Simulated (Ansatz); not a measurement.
CuNi3N (anti-perovskite, Pm-3m), plane-wave PAW PBE (Ansatz code), all energies at zero smearing, with the estimated change up to a 700 eV cutoff added, with one set of potentials and settings (totals compare only within such a set). Cell of 5 atoms (1 Cu, 3 Ni, 1 N): -24528.360 eV.

```json
[
 {"element": "Cu", "reference phase": "Fm-3m, 1 atoms in the cell", "E (eV/atom)": "-6625.1847"},
 {"element": "Ni", "reference phase": "Fm-3m, 1 atoms in the cell, spin-polarised", "E (eV/atom)": "-5839.7295"},
 {"element": "N", "reference phase": "Pa-3, 8 atoms in the cell", "E (eV/atom)": "-384.0342"}
]
```

Formation energy per atom, worked out: (-24528.360 − 1×(-6625.1847) − 3×(-5839.7295) − 1×(-384.0342))/5 = 0.009 eV/atom (1 kJ per mol of atoms), at 0 K, without zero-point energy or fitted corrections.

The first step of the workflow began from a Materials Project structure, measured or hypothetical; the Crystallography Open Database copy checked does not list it. Its standing as an ambient phase is unchecked. The PBE relaxation kept the symmetry of its start; its stability against distortions is not shown here. Magnetic state: ferromagnetic, the only order run, not a proven ground state. No Hubbard U is applied. The references are the lowest solids computed at this level, not always the standard phases (solids in place of the gases).

Potentials: the earlier of the program's two PAW sets.
